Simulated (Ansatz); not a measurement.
## Computed properties of PtS₂

```
Pt S
1.0
     3.54320    0.00000    0.00000
    -1.77160    3.06850    0.00000
     0.00000    0.00000    5.03880
Pt S
1 2
Cartesian
  0.0000 0.0000 0.0000
  0.0000 2.0457 1.2597
  1.7716 1.0228 3.7791
```

Atom numbers follow the list: Pt1, S2, S3.

The cell is COD entry 1534743, as deposited and not checked against the literature; nothing was relaxed. Its inner coordinates are ideal values, not refined ones.

Spin–orbit coupling is left out, though it moves levels of the heavy atoms by tenths of an eV or more.

Methods: DFT, PBE, all-electron LAPW, scalar-relativistic (Ansatz 0.2.0); DFT, PBE, PAW with Ansatz's default frozen-core files, scalar-relativistic (Ansatz 0.2.0).

For LAPW: a Γ-centred 12×12×7 k mesh, Fermi–Dirac smearing of 0.08 eV, basis error target 1 meV/atom, no spin polarisation. PAW takes a cutoff of 420 eV at this cell. The Ansatz runs share mesh, smearing and spin set-up. Values come from LAPW unless marked.

- Pressure at this cell: 2.40 GPa
- Volume per atom: 18.26 Å³

Task: Largest force: what does the calculation give?

Result: 0.327 eV/Å on S2.

Task: Predict this quantity. Bader charges (from the PAW run).

Result: Pt1 +0.46, S2 -0.23 e.

Task: Smallest direct gap on the path: what does the calculation give?

Result: 1.11 eV.

Task: Löwdin charges (with 0.22 e of the cell spilling out of the atomic basis, so their sizes and signs hang on that basis): what does the calculation give?

Result: Pt1 0.68, S2 -0.23 e.

Task: Give the computed value. Stress xx, yy, zz (compression positive).

Result: 3.34, 3.34, 0.51 GPa.

Task: Predict this quantity. Band gap.

Result: 0.52 eV.
